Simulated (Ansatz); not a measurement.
**C (graphite type, space group P6_3/mmc): energy against volume**

C (graphite type, space group P6_3/mmc)

```
C
1.0
    2.45536     0.00000     0.00000
   -1.22768     2.12640     0.00000
    0.00000     0.00000     6.67065
C
4
Cartesian
  0.00000   0.00000   1.66766
  0.00000   0.00000   5.00299
  0.00000   1.41760   1.66766
  1.22768   0.70880   5.00299
```

This relaxed cell (volume V₀) is scaled evenly in all directions, its shape held. Symmetry pins the atoms to their sites.

The numbers are results of r2SCAN+rVV10 (plane waves to 500 eV, PAW, scalar-relativistic; Ansatz, a program for electronic structure), not measurements. k mesh 15×15×5 (Γ-centred), Fermi-Dirac smearing 0.05 eV. Energies are smeared free energies. Stress and pressure are positive under compression. With the shape held, the modulus is that of even scaling; a crystal free to change shape is softer. C was relaxed with its symmetry unable to fall. ΔE is measured from the relaxed starting cell.

```
V (Å³/atom)  ΔE (meV/atom)  P (GPa)
-----------  -------------  -------
7.314                  263     68.9
7.592                  159     50.7
7.871                   85     35.1
8.150                   36     21.6
8.428                    9     10.0
8.707                    0      0.0
8.986                    8     -8.7
9.264                   29    -16.1
9.543                   63    -22.6
9.821                  108    -28.2
10.100                 161    -33.1
```

Read from the data:

```yaml
pressure_at_the_smallest_volume: 68.9 GPa
energy_cost_of_the_largest_compression: 263 meV/atom
energy_cost_of_the_largest_expansion: 161 meV/atom
Bulk modulus at fixed cell shape B₀ (third-order Birch-Murnaghan fit): 291 GPa
Pressure derivative B₀′ (fit): 3.5
equilibrium_volume_of_the_fit: 8.71 Å³/atom
Pressure for 5 % compression (fit): 16.3 GPa
```

The 11 points together took about 80 core-seconds (a rough figure).

(Under strain, the slope of the energy per volume gives the stress and its curvature an elastic modulus.)
